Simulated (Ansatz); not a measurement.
Relaxed TiTe2 (CdI2 type):

```xyz
3
Lattice="3.6973 0.0000 0.0000 -1.8487 3.2020 0.0000 0.0000 0.0000 6.3840" Properties=species:S:1:pos:R:3 pbc="T T T"
Ti     0.0000     0.0000     0.0000
Te     0.0000     2.1346     1.7307
Te     1.8487     1.0673     4.6533
```

In each cell atom 1 (Ti, nearest neighbour Te at 2.748 Å; its periodic images, 3.7 Å or more away, move with it) moves by s·(0.577, 0.577, 0.577) (along Cartesian [111]), the rest being held.

All values below come from PBE-D3(BJ) (plane waves to 420 eV, PAW, scalar-relativistic; Ansatz, an electronic-structure program). k mesh 12×12×6 (Γ-centred), Fermi-Dirac smearing 0.05 eV. Energies are smeared free energies. With partly filled bands, energies and forces of such displacements shift with the k mesh and the smearing. Spin-orbit coupling is left out, though Te is heavy. TiTe2 is run without spin polarisation. TiTe2 was relaxed with its symmetry unable to fall. ΔE is measured from the undisplaced structure. The last digit holds for this mesh only.

```tsv
s (Å)	ΔE (meV/cell)
-0.270	275.3
-0.216	174.4
-0.162	97.3
-0.108	withheld
-0.054	10.7
0.000	0.0
0.054	10.7
0.108	withheld
0.162	97.3
0.216	174.4
0.270	275.3
```

Problem. Fit an even polynomial form (powers 2, 4) to the given rows and predict ΔE at s = -0.108.

Solution. Least squares on the 9 given rows: ΔE = (3669)·s² + (1472)·s⁴, in meV/cell with s in Å; root-mean-square residual 0.01 meV/cell. At -0.108 the fit gives 43.0 meV/cell; the calculation gives 42.9 meV/cell, so the interpolation is off by 0.1 (+0.2 %). The quadratic term alone would give 42.8 meV/cell.

(A displaced cell: forces are minus the slopes of the energy, force constants its curvatures, and phonons follow from these.)
